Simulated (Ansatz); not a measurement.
The calculation used Ansatz, DFT PBE, scalar-relativistic, plane waves, PAW. Cutoff 420 eV, Γ-centred meshes of about 0.25 Å⁻¹ or finer for metals and 0.3 Å⁻¹ for insulators (2π included), Gaussian smearing. No spin polarisation.

All energies are static (0 K, no zero-point motion).

Two relaxed structures of SiF:

1. Space group R-3m (No. 166), trigonal, a = 3.970 Å, c = 18.883 Å. Si is surrounded by 1 F at 1.63 Å and 3 Si at 2.40 Å; around F lies 1 Si at 1.63 Å.

2. Space group Pmmn (No. 59), orthorhombic, a = 3.965 Å, b = 6.660 Å, c = 6.630 Å. Si has 1 F at 1.63 Å and 3 Si at 2.39–2.41 Å; around F lies 1 Si at 1.63 Å.

Question: Which is lower in energy, and by how much?

Answer: Cell 1 is lower, by 15 meV/atom. Cell 1 has space group R-3m (No. 166), 21.5 Å³/atom and a gap of 0.55 eV on its mesh; cell 2 has space group Pmmn (No. 59), 21.9 Å³/atom and a gap of 0.46 eV. Cell 1 and cell 2 both hold Si–Si nets. Both come from trial cells of a structure search.

Weakly bound directions are ill-defined at this level, which has no dispersion term (R-3m, Pmmn), and this can change margins and order among such cells. Kohn–Sham gaps at this level usually fall short of measured ones. With atoms moved at random, cell 1 and cell 2 came back.
